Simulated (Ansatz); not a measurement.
Li5TaO5:
```xyz
11
Lattice="4.8447 1.9976 0.0000 -4.8447 1.9976 0.0000 -1.8498 0.0000 5.4835" Properties=species:S:1:pos:R:3 pbc="T T T"
Li    -3.2757     1.9976     3.5897
Li     1.4259     1.9976     1.8939
Li    -2.1139     1.9976     0.7614
Li     0.2641     1.9976     4.7222
Li    -0.9249     0.0000     2.7418
Ta     0.0000     0.0000     0.0000
O     -4.9569     1.9976     4.5307
O      3.1072     1.9976     0.9529
O     -3.9113     1.9976     1.7447
O      2.0615     1.9976     3.7389
O      0.0000     1.9976     0.0000
```

Relaxed with PBEsol.

### Question
Give the Bader charges and basin volumes of the independent atoms, plane-wave PAW PBEsol (Ansatz code).

### Answer


```csv
atom,Bader charge (e),Bader volume (Å³)
Li1,+0.88,3.1
Li3,+0.88,3.1
Li5,+0.88,3.6
Ta6,+2.84,9.1
O7,-1.48,16.1
O9,-1.46,17.0
O11,-1.37,14.6
```

Space group C2/m. The first step of the workflow began from a Materials Project structure, measured or hypothetical; the Crystallography Open Database copy checked does not list it. Whether it is the stable phase at ambient conditions was not checked. Symmetry was held in the PBEsol relaxation; whether a distortion lowers the energy is not shown. No spin polarisation was allowed. Scalar-relativistic: spin–orbit coupling is off unless named, which matters more the heavier the elements.

Potentials: the later of the program's two PAW sets.
